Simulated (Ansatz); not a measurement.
Relaxed-ion elastic tensor of Sb (diamond, space group No. 227) in GPa (Voigt order), r²SCAN in the plane-wave PAW code Ansatz; density 4.83 g/cm³, 41.84 Å³ per atom.

```
      1     2     3      4      5      6
-  ----  ----  ----  -----  -----  -----
1  25.9  37.3  37.3    0.0    0.0    0.0
2  37.3  25.9  37.3    0.0    0.0    0.0
3  37.3  37.3  25.9    0.0    0.0    0.0
4   0.0   0.0   0.0  -21.0    0.0    0.0
5   0.0   0.0   0.0    0.0  -21.0    0.0
6   0.0   0.0   0.0    0.0    0.0  -21.0
```

### Question
Is the crystal mechanically stable?

### Answer
No: the smallest eigenvalue of C is -21.0 GPa.

Space group Fd-3m (diamond). The start of the workflow was typed in or built on a structure type; neither database checked (COD, Materials Project) lists it. It is not the phase usual at ambient conditions (space group No. 166). The cell was relaxed with r²SCAN under the symmetry of its start. At this level the phase is mechanically unstable. As this level gives no gap, shear constants depend on the k-mesh and smearing (Fermi–Dirac, 0.1 eV here). Spin–orbit coupling is left out wherever it is not named.

Potentials: the later of the program's two PAW sets.
